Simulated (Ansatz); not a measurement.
## KLa: all-electron results

```
CELL_PARAMETERS angstrom
1.89357 -1.09325 7.42912
0.00000 2.18650 7.42912
-1.89357 -1.09325 7.42912
ATOMIC_POSITIONS crystal
K 0.00000 0.00000 0.00000
La 0.50000 0.50000 0.50000
```

Atoms are numbered in the order listed.

The conventional cell has a = 3.787 Å, b = 3.787 Å, c = 22.287 Å, α = 90.00°, β = 90.00°, γ = 120.00°. K (atom 1) has 6 K at 3.79 Å and 6 La at 4.31 Å as nearest neighbours. La (atom 2) is surrounded by 6 La at 3.79 Å and 6 K at 4.31 Å.

The cell was built from the L11 type and relaxed in the same program, and has space group R-3m; it needn't be a known or the stable phase.

Spin–orbit coupling is left out, though it moves levels of the heavy atoms by tenths of an eV or more.

All numbers are computed: DFT, PBE, all-electron LAPW, scalar-relativistic (Ansatz 0.2.0); DFT, PBE, PAW with Ansatz's default frozen-core files, scalar-relativistic (Ansatz 0.2.0).

For LAPW: a Γ-centred 11×11×11 k mesh, Fermi–Dirac smearing of 0.05 eV, basis error target 0.25 meV/atom, no spin polarisation. PAW takes a cutoff of 420 eV at this cell. The Ansatz runs share mesh, smearing and spin set-up. Values come from LAPW unless marked.

```
Bader charges (from the PAW run) : K1 +0.42, La2 -0.42 e
Volume per atom                  : 46.14 Å³
Pressure at this cell            : 0.00 GPa
```

(1) Predict this quantity. Density of states at the Fermi level (0.2 eV bin).

(2) Predict this quantity. Band gap.

(3) Löwdin charges (with 0.08 e of the cell spilling out of the atomic basis, so their sizes and signs hang on that basis): what does the calculation give?

Results:

(1) 2.38 states/eV per cell.

(2) none: bands cross the Fermi level, a metal.

(3) K1 0.29, La2 -0.20 e.
